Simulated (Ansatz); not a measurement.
Starting cell, LiF (rock salt):

```
LiF
1.0
    0.00000     4.06787     4.06787
    2.03393     0.00000     2.03393
    2.03393     2.03393     0.00000
F Li
2 2
Direct
  0.00000   0.00000   0.00000
  0.50000   0.00000   0.00000
  0.25000   0.50000   0.50000
  0.75000   0.50000   0.50000
```

The atoms are displaced by Q × the pattern below (from a DFPT mode at L = (0.5, 0.0, 0.0), largest move 1; Q in Å), at fixed cell. (q is in reciprocal vectors of the primitive cell; the cell shown is doubled to hold the pattern.)

```json
[
 {"atom": "F1", "x": "-0.577", "y": "0.577", "z": "0.577"},
 {"atom": "F2", "x": "0.577", "y": "-0.577", "z": "-0.577"}
]
```

Atoms not listed stay in place.

All values below come from PBE (plane waves to 420 eV, PAW, scalar-relativistic; Ansatz, a first-principles code). k mesh 7×14×14 (Γ-centred), Fermi-Dirac smearing 0.05 eV. LiF was relaxed with its symmetry unable to fall.

At one point of the scan the forces (eV/Å) are:

```
atom      Fx      Fy      Fz
----  ------  ------  ------
F1    -1.077   1.077   1.077
F2     1.077  -1.077  -1.077
Li3    0.000   0.000   0.000
Li4    0.000   0.000   0.000
```

**Question.** Which point is it?
A. Q = -0.280 Å
B. Q = -0.187 Å
C. Q = -0.233 Å
D. Q = -0.093 Å

**Answer.** B, Q = -0.187 Å

(A displaced cell: forces are minus the slopes of the energy, force constants its curvatures, and phonons follow from these.)
